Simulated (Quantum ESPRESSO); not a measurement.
# Quadrupole interaction in SiO₂

```xyz
12
Lattice="4.9926 0.0000 0.0000 0.0000 4.9926 0.0000 0.0000 0.0000 6.9339" Properties=species:S:1:pos:R:3 pbc="T T T"
Si     3.4882     3.4882     3.4670
Si     4.0008     0.9918     5.2004
Si     1.5045     1.5045     0.0000
Si     0.9918     4.0008     1.7335
O      4.4613     3.8014     2.2196
O      3.6876     1.9650     3.9531
O      0.5314     1.1913     5.6866
O      1.3050     3.0277     0.4861
O      1.9650     3.6876     2.9808
O      1.1913     0.5314     1.2473
O      3.0277     1.3050     6.4478
O      3.8014     4.4613     4.7143
```
The cell comes from the Materials Project (a computed structure). It is SiO2 in P4₁2₁2. Stability against distortions was not tested. Forces on the atoms reach 0.14 eV/Å at this level.

Principal values are ordered |Vxx| ≤ |Vyy| ≤ |Vzz|, η = (Vxx − Vyy)/Vzz, and C_Q = eQVzz/h is given by its size. Cores are frozen. Against all-electron runs on small test molecules, this scheme's |Vzz| missed by −6 % on Si, −2 to +6 % on O.

Quadrupole moments taken as inputs (sizes, barn, from the tables of PySCF and pymatgen): ¹⁷O 0.0256.

Q: What do the calculations give at each independent site (field gradients by PBE PAW (JTH datasets; density from pw.x of a modified build of Quantum ESPRESSO, gradients reconstructed from it by a script), 22.5 Ha, k-mesh 5×5×4 through Γ)?

A: 
```tsv
site	site symmetry	Vzz (a.u.)	η_Q	∣C_Q∣ (MHz)
Si (atoms 1, 2, 3, 4)	2	0.041	0.89	–
O (atoms 5, 6, 7, 8, 9, 10, …)	1	0.933	0.16	5.61 (¹⁷O)
```
